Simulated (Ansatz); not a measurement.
AlN:
```
AlN
1.0
    0.00000     2.18876     2.18876
    2.18876     0.00000     2.18876
    2.18876     2.18876     0.00000
Al N
1 1
Direct
  0.00000   0.00000   0.00000
  0.25000   0.25000   0.25000
```

Relaxed with PBEsol. Special points in fractions of this cell's reciprocal vectors: Γ (0.000, 0.000, 0.000); X (0.500, 0.000, 0.500); U (0.625, 0.250, 0.625); K (0.375, 0.375, 0.750); L (0.500, 0.500, 0.500); W (0.500, 0.250, 0.750).

Task: List the band energies nearest the valence-band maximum at these points for DFT-PBEsol in the program Ansatz with PAW potentials.

Result: In eV from the valence-band maximum; about four levels below and three above (degenerate sets whole), none deeper than 8.9 eV; … stands for higher levels left out; points with the same levels are listed once.

| k | below | above |
|---|---|---|
| Γ | 0.00 0.00 0.00 | 4.06 … |
| X | -4.92 -1.78 -1.78 | 3.19 8.44 … |
| U | -4.27 -3.66 -1.38 | 5.04 9.94 … |
| L | -5.88 -0.48 -0.48 | 7.22 9.72 … |
| W | -3.79 -3.46 -2.72 | 5.93 11.23 … |

Space group F-43m (zinc blende). The cell was relaxed with PBEsol under the symmetry of its start.

Potentials: the later of the program's two PAW sets.
